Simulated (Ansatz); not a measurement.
# How much do the gradients of Sc2Al3Mo4C3 depend on the method?

Cell: a computed structure from the Materials Project (it need not be an observed phase), atoms as given.

Space group Cmcm (No. 63); a = 9.4349, b = 5.3973, c = 13.5478 Å.

```
site  Wyckoff  site symmetry       x       y       z
  Sc       8f            m..  0.5000  0.6626  0.1098
 Al5       4c            m2m  0.5000  0.1900  0.2500
 Al7       8g            ..m  0.2577  0.9178  0.2500
  Mo      16h              1  0.6616  0.8283  0.5790
 C19       8e            2..  0.8328  0.0000  0.0000
 C23       4b          2/m..  0.5000  0.0000  0.0000
```

One atom of each set is listed; the run and its k-mesh use a cell of 24 atoms with edges of 5.43, 5.43, 13.55 Å.

First run. Method: Kohn–Sham DFT in Ansatz, PBE, plane waves and PAW, scalar-relativistic, 420 eV cutoff, Γ-centred 7×7×3 k-points, Fermi–Dirac smearing 0.05 eV.

| site | V_zz (10²¹ V/m²) | η |
| --- | --- | --- |
| Sc | -1.49 | 0.98 |
| Al5 | -3.70 | 0.59 |
| Al7 | -3.31 | 0.56 |
| Mo | 2.10 | 0.72 |
| C19 | -0.98 | 0.49 |
| C23 | 1.23 | 0.34 |

Second run. The same atoms and settings, except that the functional is r2SCAN and the cutoff is 500 eV.

Q: What does the second run give?

A: 

```json
{"site": "Sc", "V_zz": "-1.44", "η": "0.92", "change of V_zz": "+0.05"}
{"site": "Al5", "V_zz": "-3.58", "η": "0.57", "change of V_zz": "+0.12"}
{"site": "Al7", "V_zz": "-3.22", "η": "0.53", "change of V_zz": "+0.09"}
{"site": "Mo", "V_zz": "2.22", "η": "0.77", "change of V_zz": "+0.12"}
{"site": "C19", "V_zz": "-0.98", "η": "0.53", "change of V_zz": "0.00"}
{"site": "C23", "V_zz": "1.21", "η": "0.39", "change of V_zz": "-0.02"}
```

The largest change of V_zz is on Mo, from 2.10 to 2.22. In per cent, |V_zz| changes by -3 to -2 on Al, +6 on Mo (all sites that start above 2).

With no gap above 0.1 eV, as in a metal, the gradients converge slowly in k; expect changes of a tenth or more on a denser mesh. Without spin–orbit coupling (the program notes it for Mo) the gradients can shift somewhat, as the gap is small.
For the second run: With these PAW files V_zz is typically within 2 to 3 % of all-electron values, but misses above 10 % occur on Al.
